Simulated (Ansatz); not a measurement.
A relaxation computed with Ansatz, from input to last step.

```yaml
crystal:
  lattice:
    - [-3.0035, 4.238, 3.0315]
    - [3.0035, -4.238, 3.0315]
    - [3.0035, 4.238, -3.0315]
  atoms:
    - { symbol: Ba, position: [0.2467, 0.9967, 0.25] }
    - { symbol: Ba, position: [0.7533, 0.0033, 0.75] }
    - { symbol: Pb, position: [0.5, 0.5, 0.0] }
    - { symbol: Pb, position: [0.0, 0.5, 0.5] }
    - { symbol: O, position: [0.2187, 0.5, 0.2187] }
    - { symbol: O, position: [0.7813, 0.0, 0.2813] }
    - { symbol: O, position: [0.7813, 0.5, 0.7813] }
    - { symbol: O, position: [0.2187, 0.0, 0.7187] }
    - { symbol: O, position: [0.6953, 0.4453, 0.25] }
    - { symbol: O, position: [0.3047, 0.5547, 0.75] }
basis:
  ecutwfc: 420
kpoints:
  mp_grid: { grid: [8, 8, 8] }
hamiltonian:
  xc: pbesol
scf:
  occupations: { method: gaussian, width: 0.01 }
output:
  forces: true
  stress: true
  eigenvalues: true
relax:
  adjacent_minimum: "off"
  f_tol: 0.01
  max_steps: 40
```

```bash
ansatz run input.yaml --threads 2 --pin off --max-ram 5120MiB --backend cpu --events-out ev --progress --plain --runs-dir out
```

Method: DFT PBEsol, scalar-relativistic, plane waves, PAW in Ansatz 0.2.0.

Of 5 frames 4 are shown, positions in Å and forces in eV/Å; the SCF threshold varies from step to step.

```xyz
10
Lattice="-3.0035 4.2380 3.0315 3.0035 -4.2380 3.0315 3.0035 4.2380 -3.0315" Properties=species:S:1:pos:R:3:forces:R:3 pbc="T T T" step=1 free_energy_over_end_meV_per_atom=6.15
Ba    3.0035   -2.1190    3.0115    0.0000    0.0000   -0.0325
Ba    0.0000    6.3570    0.0200    0.0000    0.0000    0.0325
Pb    0.0000    0.0000    3.0315    0.0000    0.0000    0.0000
Pb    3.0035    0.0000    0.0000    0.0000    0.0000    0.0000
O     1.5017   -0.2653    1.5157    0.0000   -0.1357    0.0000
O    -1.5017    4.5033    1.5157    0.0000    0.1357    0.0000
O     1.5017    4.5033    1.5157    0.0000    0.1357    0.0000
O     1.5017    3.9727   -1.5157    0.0000   -0.1357    0.0000
O     0.0000    2.1190    2.6999    0.0000    0.0000   -0.2397
O     3.0035    2.1190    0.3316    0.0000    0.0000    0.2397
10
Lattice="-3.0035 4.2380 3.0315 3.0035 -4.2380 3.0315 3.0035 4.2380 -3.0315" Properties=species:S:1:pos:R:3:forces:R:3 pbc="T T T" step=2 free_energy_over_end_meV_per_atom=1.88
Ba    3.0035   -2.1190    2.9678    0.0000    0.0000    0.1973
Ba    0.0000    6.3570    0.0637    0.0000    0.0000   -0.1973
Pb    0.0000    0.0000    3.0315    0.0000    0.0000    0.0000
Pb    3.0035    0.0000    0.0000    0.0000    0.0000    0.0000
O     1.5017   -0.3122    1.5157    0.0000   -0.1293    0.0000
O    -1.5017    4.5502    1.5157    0.0000    0.1293    0.0000
O     1.5017    4.5502    1.5157    0.0000    0.1293    0.0000
O     1.5017    3.9258   -1.5157    0.0000   -0.1293    0.0000
O     0.0000    2.1190    2.6183    0.0000    0.0000   -0.0451
O     3.0035    2.1190    0.4132    0.0000    0.0000    0.0451
10
Lattice="-3.0035 4.2380 3.0315 3.0035 -4.2380 3.0315 3.0035 4.2380 -3.0315" Properties=species:S:1:pos:R:3:forces:R:3 pbc="T T T" step=3 free_energy_over_end_meV_per_atom=1.16
Ba    3.0035   -2.1190    2.9954    0.0000    0.0000   -0.0808
Ba    0.0000    6.3570    0.0361    0.0000    0.0000    0.0808
Pb    0.0000    0.0000    3.0315    0.0000    0.0000    0.0000
Pb    3.0035    0.0000    0.0000    0.0000    0.0000    0.0000
O     1.5017   -0.4018    1.5157    0.0000    0.1353    0.0000
O    -1.5017    4.6398    1.5157    0.0000   -0.1353    0.0000
O     1.5017    4.6398    1.5157    0.0000   -0.1353    0.0000
O     1.5017    3.8362   -1.5157    0.0000    0.1353    0.0000
O     0.0000    2.1190    2.5670    0.0000    0.0000    0.0134
O     3.0035    2.1190    0.4645    0.0000    0.0000   -0.0134
10
Lattice="-3.0035 4.2380 3.0315 3.0035 -4.2380 3.0315 3.0035 4.2380 -3.0315" Properties=species:S:1:pos:R:3:forces:R:3 pbc="T T T" step=5 free_energy_over_end_meV_per_atom=0.00
Ba    3.0035   -2.1190    2.9885    0.0000    0.0000    0.0061
Ba    0.0000    6.3570    0.0430    0.0000    0.0000   -0.0061
Pb    0.0000    0.0000    3.0315    0.0000    0.0000    0.0000
Pb    3.0035    0.0000    0.0000    0.0000    0.0000    0.0000
O     1.5017   -0.3626    1.5157    0.0000    0.0089    0.0000
O    -1.5017    4.6006    1.5157    0.0000   -0.0089    0.0000
O     1.5017    4.6006    1.5157    0.0000   -0.0089    0.0000
O     1.5017    3.8754   -1.5157    0.0000    0.0089    0.0000
O     0.0000    2.1190    2.5865    0.0000    0.0000   -0.0088
O     3.0035    2.1190    0.4450    0.0000    0.0000    0.0088
```

The run took 92 s on 2 threads of Oxide Virtual Turin-like Processor (Zen 5), with other jobs on the host, peak memory 0.89 GiB.

Spin–orbit coupling is left out, which can shift energies with elements as heavy as these.